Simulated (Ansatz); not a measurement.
Ti (hcp, Mg type)

```xyz
2
Lattice="2.9389 0.0000 0.0000 -1.4694 2.5451 0.0000 0.0000 0.0000 4.6500" Properties=species:S:1:pos:R:3 pbc="T T T"
Ti     0.0000     1.6967     3.4875
Ti     1.4694     0.8484     1.1625
```

The slice is a (0001) plane (indices of the conventional cell) through the point (0.667, 0.333, 0.250) (fractional), spanned by u = [110] and v = [1 -1 0] in vectors of this cell: u (2.94 Å) and v (5.09 Å, at 90° to u). It covers one period; positions are fractions (u, v).

Level of theory: PBE (plane waves to 420 eV, PAW, scalar-relativistic; Ansatz, an electronic-structure program). k mesh 18×18×10. These are valence fields of a PAW run, semicore shells included where kept as valence: close to a nucleus they are smooth pseudo fields. The PAW data are Ansatz's earlier set. Ti is run without spin polarisation. Ti was relaxed with its symmetry unable to fall.

Three fields on this plane, each scaled to ten steps between its own extremes (0 low, 9 high; the total valence density on a logarithmic scale, the potential cut 8 eV below its top; x marks points blanked near nuclei; v = 0 in the bottom row):

Map A
```
|xxxxxx15651xxxxx|
|xxxxxx36763xxxxx|
|xxxxx0477740xxxx|
|xxxx036787630xxx|
|xxx03578887530xx|
|1234567777765432|
|6666665555566666|
|9887642101246788|
|998630xxxxx03689|
|99740xxxxxxx0479|
|9850xxxxxxxxx058|
|873xxxxxxxxxxx37|
|762xxxxxxxxxxx26|
|651xxxxxxxxxxx15|
|651xxxxxxxxxxx15|
|763xxxxxxxxxxx36|
|7740xxxxxxxxx047|
|87630xxxxxxx0367|
|887530xxxxx03578|
|7776543212345677|
|5556666666666655|
|0124678898876421|
|xxx03689998630xx|
|xxxx047999740xxx|
|xxxxx0589850xxxx|
|xxxxxx37873xxxxx|
|xxxxxx26762xxxxx|
|xxxxxx15651xxxxx|
```

Map B
```
|xxxxxx52125xxxxx|
|xxxxxx31013xxxxx|
|xxxxx6200026xxxx|
|xxxx831000138xxx|
|xxx84100000148xx|
|8864210000012468|
|5543221111122345|
|4444334555433444|
|444458xxxxx85444|
|44569xxxxxxx9654|
|4469xxxxxxxxx964|
|446xxxxxxxxxxx64|
|347xxxxxxxxxxx74|
|236xxxxxxxxxxx63|
|125xxxxxxxxxxx52|
|013xxxxxxxxxxx31|
|0026xxxxxxxxx620|
|00138xxxxxxx8310|
|000148xxxxx84100|
|0001246888642100|
|1112234555432211|
|5543344444443345|
|xxx85444444458xx|
|xxxx965444569xxx|
|xxxxx9644469xxxx|
|xxxxxx64446xxxxx|
|xxxxxx74347xxxxx|
|xxxxxx63236xxxxx|
```

Map C
```
|xxxxxx01210xxxxx|
|xxxxxx01210xxxxx|
|xxxxx0012100xxxx|
|xxxx001232100xxx|
|xxx00012321000xx|
|1111112222211111|
|4443211000112344|
|8864200000002468|
|997310xxxxx01379|
|98521xxxxxxx1258|
|8631xxxxxxxxx136|
|641xxxxxxxxxxx14|
|420xxxxxxxxxxx02|
|210xxxxxxxxxxx01|
|210xxxxxxxxxxx01|
|210xxxxxxxxxxx01|
|2100xxxxxxxxx001|
|32100xxxxxxx0012|
|321000xxxxx00012|
|2221111111111122|
|0011234444432110|
|0000246888642000|
|xxx01379997310xx|
|xxxx125898521xxx|
|xxxxx1368631xxxx|
|xxxxxx14641xxxxx|
|xxxxxx02420xxxxx|
|xxxxxx01210xxxxx|
```

Q: Assign the maps to these fields: electron localisation function (ELF); valence electron density; electrostatic potential energy of an electron, from the cell's mean.

A: A is the electrostatic potential energy of an electron, from the cell's mean; B is the valence electron density; C is the electron localisation function (ELF).
